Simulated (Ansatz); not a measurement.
# Equation of state of HfOs3 under PBE

```
Os Hf
1.0
     3.97356    0.00000    0.00000
     0.00000    3.97356    0.00000
     0.00000    0.00000    3.97356
Os Hf
3 1
Direct
  0.00000 0.50000 0.50000
  0.50000 0.00000 0.50000
  0.50000 0.50000 0.00000
  0.00000 0.00000 0.00000
```

The cell comes from a database or a generator and needn't be the stable form of this composition.

The cell was scaled at fixed shape and fractions and run with Ansatz, Ansatz PAW, cutoff 420 eV; PBE, k mesh 7 × 7 × 7 on the cell of 4 atoms, fermi-dirac occupations of 0.05 eV, no spin polarisation, no spin-orbit coupling. Energies are those that the program minimises, any entropy of the smearing included. For a metal such a mesh isn't converged to the digits shown.

```tsv
V (Å³/atom)	energy over the lowest row (meV/atom)
14.7437	61.38
15.0574	27.37
15.3711	7.39
15.6848	0.00
15.9985	?
16.3122	17.90
16.6259	40.97
```

Q: Fit the third-order Birch-Murnaghan form, give V0, B0 and B′, and predict the energy left open.

A: With y = (V0/V)^(2/3), E = E0 + (9 V0 B0/16) [(y - 1)³ B′ + (y - 1)² (6 - 4y)]. Least squares through the rows shown give V0 = 15.7281 Å³/atom, E0 = -0.10 meV, B0 = 284.2 GPa (1 eV/Å³ = 160.218 GPa) and B′ = 4.47, with a largest miss of 0.01 meV. At V = 15.9985 the form with these constants gives 3.90 meV; the run gave 3.88 meV an atom.
